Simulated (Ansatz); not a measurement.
MoRu in space group P-6m2 (No. 187; Mo on 1e, Ru on 1d) at seven volumes, plane-wave PAW r²SCAN (Ansatz code), shape and atoms relaxed at each. One row is withheld.

```csv
V (Å³/atom),P (GPa)
13.220,34.08
13.656,20.83
14.092,?
14.528,0.00
14.964,-8.13
15.399,-15.03
15.835,-20.89
```

Question: Fit the shown pressures and predict the withheld one.

Answer: P = (3/2)B₀(x^(7/2) − x^(5/2))[1 + (3/4)(B′ − 4)(x − 1)] with x = (V₀/V)^(2/3). Least squares on the six rows gives V₀ = 14.528 Å³/atom, B₀ = 293 GPa, B′ = 4.41. At V = 14.092, x = 1.0205 and P = 9.55 GPa. The run itself gave 9.57 GPa.

The workflow started from a Materials Project entry (that database holds measured and hypothetical structures alike); the Crystallography Open Database copy checked does not list it. With Mo and Ru taken as one species the cell has the higher symmetry P6_3/mmc, so it may be an ordered model of a mixed-site phase. Its standing as an ambient phase is unchecked. The r²SCAN relaxation kept the symmetry of its start; of distortions, only those at the zone centre were tested. No spin polarisation was allowed.

Potentials: the later of the program's two PAW sets.
